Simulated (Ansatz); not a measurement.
Ga4SbN3, ordered on the zincblende lattice (R3m) with 8 atoms a cell (no longer in that coordination) was put through Ansatz (plane waves). The cell was relaxed beforehand with r2SCAN.

Structure:
```
CELL_PARAMETERS angstrom
1.58235 0.91357 14.26027
-1.58235 0.91357 14.26027
0.00000 -1.82714 14.26027
ATOMIC_POSITIONS crystal
N 0.02320 0.02320 0.02320
N 0.75046 0.75046 0.75046
N 0.47789 0.47789 0.47789
Sb 0.22374 0.22374 0.22374
Ga 0.70493 0.70493 0.70493
Ga 0.43244 0.43244 0.43244
Ga 0.16053 0.16053 0.16053
Ga 0.97680 0.97680 0.97680
```

The output, standing remarks left out:
```
scf.n_extra_bands = 6 over 41 filled bands (N_el = 82.0): the run solves 47 bands
Pseudopotential: N, paw, valence charge 5, recommended cutoff 420 eV (normal)
Pseudopotential: Sb, paw, valence charge 15, recommended cutoff 420 eV (normal)
Pseudopotential: Ga, paw, valence charge 13, recommended cutoff 420 eV (normal)
Functional definition: PBE
  parameter kappa = 0.804
  parameter beta = 0.06672455060314922
  exchange = pbe_x(kappa = kappa, mu = beta*pi^2/3)
  correlation = pbe_c(beta = beta)
Crystal: 8 atoms, lattice volume = 123.687 Å³
Basis set: ecut = 420 eV, 2393 PW (Γ), FFT grids on a1−a2, a2, −a2+a3
Bands: 47, of which v1, the nominal top of the filled ones, is band 41 counted from 1 (40 counted from 0)
Symmetry: 6 space group operations
Space group: R3m (ITA 160)
k-points: 116 of 1000 (time reversal used)
preconditioner: auto → LDOS  [metal: Δε(μ)=0.011 eV  σ=0.020 eV  ℏωp=30.2 eV  β→1.0]
SCF 1 converged in 12 iterations: F = -22770.218807 eV  dr2 = 1.97e-9
SCF converged after 12 iterations
Free energy (F): -22770.218807 eV
Internal energy: -22770.213371 eV  (E = F + TS)
E sigma→0 (E₀):  -22770.216089 eV
Entropy (-TS):   -0.005437 eV (-0.680 meV/atom)
Fermi energy:    9.316742 eV
--- Per-component energies (eV) ---
  E_band       = -285.589279
  E_kinetic    = 1062.821026
  E_local      = -12138.038710
  E_nonlocal   = 2207.421111
  E_hartree    = 5674.728798
  E_xc         = -593.654393
  E_vxc        = -555.968045
  E_paw        = -12921.399194
  E_vpaw       = -2211.281074
  E_ewald      = -6062.092104
  E_smearing   = -0.005437
--- Forces (eV/Å), atoms counted from 1 ---
  atom   1  N       0.00000      0.00000    -0.00939
  atom   2  N       0.00000      0.00000    -0.03870
  atom   3  N       0.00000      0.00000    -0.04150
  atom   4  Sb      0.00000      0.00000      0.17041
  atom   5  Ga      0.00000      0.00000      0.01438
  atom   6  Ga      0.00000      0.00000      0.04513
  atom   7  Ga      0.00000      0.00000      0.22650
  atom   8  Ga      0.00000      0.00000    -0.36681
--- Stress (GPa, compression-positive) ---
        4.179610       0.000000       0.000000
        0.000000       4.179610       0.000000
        0.000000       0.000000       3.704080
  P = ⅓ Tr σ = 4.0211 GPa (40.211 kbar)
--- Band table (eV; the first three rows and the last of 116) ---
  k-point 0: bands = […, 7.6218, 7.9756, 7.9756, 8.3170, 8.3170, 10.9747, 11.3710, 13.0238, 13.9745, 15.6445, …]
  k-point 1: bands = […, 7.4216, 7.6375, 7.8210, 7.8399, 8.2090, 11.4330, 11.7512, 13.5085, 14.1952, 14.4697, …]
  k-point 2: bands = […, 6.9565, 7.4384, 7.5196, 7.7174, 7.9198, 11.3693, 12.0113, 12.6328, 13.8735, 14.4350, …]
  k-point 115: bands = […, 7.9756, 7.9756, 8.1907, 8.3169, 8.3169, 10.1946, 12.1653, 12.7739, 13.9093, 15.7253, …]
```

Question: What input produced it? Give the YAML, leaving the band path aside.

Answer:
```yaml
crystal:
  # lattice and atoms as above
kpoints:
  mp_grid: { grid: [10, 10, 10] }
hamiltonian:
  xc: pbe
scf:
  occupations: { method: fermi_dirac, width: 0.02 }
  n_extra_bands: 6
output:
  forces: true
  stress: true
  eigenvalues: true
```
A single point prints forces and stress when the output block asks for them. Keys that only write grids to files are left aside. Keys that aren't typed take their defaults; thresholds and the kind of smearing can't be read off these lines.

PBE gives no gap: the lowest nominally empty band dips 2.97 eV below the top of the last filled one (its bottom at F, the top at Γ–S₀ (0.30 of the way from Γ)), so the cell is a metal or semimetal at this level.

Run as `ansatz run input.yaml --threads 4 --pin off --max-ram 6451MiB --backend cpu --events-out ev --progress --plain --runs-dir out`. Wall time 10 s on 4 threads of AMD EPYC 9R45 96-Core Processor (Zen 5), with other jobs on the host; peak host memory 0.85 GiB.

These are computed values for a spin-unpolarised cell that may be hypothetical; none is a measurement.

No spin-orbit coupling is included; it can move band edges with weight on the heavy atoms by tenths of an eV.

Where bands overlap, v1 and c1 are numbered by the electron count and aren't everywhere filled or empty.
